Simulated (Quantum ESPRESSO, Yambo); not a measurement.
SiC (2H, space group P6_3mc, No. 186) under isotropic strain of -3 % on all lattice vectors. The PBEsol cell relaxed from Materials Project entry mp-7140 was given an isotropic strain of -3 % on all lattice vectors, and the atoms were relaxed again. Chain: PBEsol (Quantum ESPRESSO, PseudoDojo norm-conserving, 82 Ry, no spin-orbit coupling); G0W0 in Yambo (6×6×4 Γ-centred k mesh, 76 bands and a 8 Ry block in the screening, 76 bands in G with the Bruneval-Gonze terminator, plasmon pole fitted at 27.2 eV); BSE (9×9×6 mesh, 5 valence and 2 conduction bands, static screening with 23 bands and a 4 Ry block, scissor 1.08 eV, Tamm-Dancoff).

```yaml
PBEsol gap (dense path): 1.95 eV
PBEsol gap Γ → K on the GW mesh: 1.95 eV
PBEsol smallest direct gap on the GW mesh, at M: 4.04 eV
G0W0 direct gap at that point: 5.12 eV
G0W0 correction to the gap Γ → K: 0.87 eV
lowest_exciton: no binding energy given (see below)
RPA electronic dielectric constant along x: 6.65 (15×15×8 mesh, PBEsol bands)
```

Rough cost of the Yambo steps against G0W0 for 8 states: BSE about 1/3, one RPA spectrum about 1/20.

Convergence of the G0W0 settings was not tested. The BSE states are vertical excitations (zero momentum); the indirect quasiparticle gap, about 2.82 eV, is smaller than the direct one (5.12 eV on the GW mesh). Convergence of the RPA response with its 15×15×8 mesh was not tested. The run can't give a binding energy: the direct gap on its mesh, 5.16 eV, isn't the smallest one (5.12 eV from the band path plus the scissor). Axes are Cartesian, with cell vectors (Å) (2.98, 0.00, 0.00), (-1.49, 2.58, 0.00), (0.00, 0.00, 4.90).
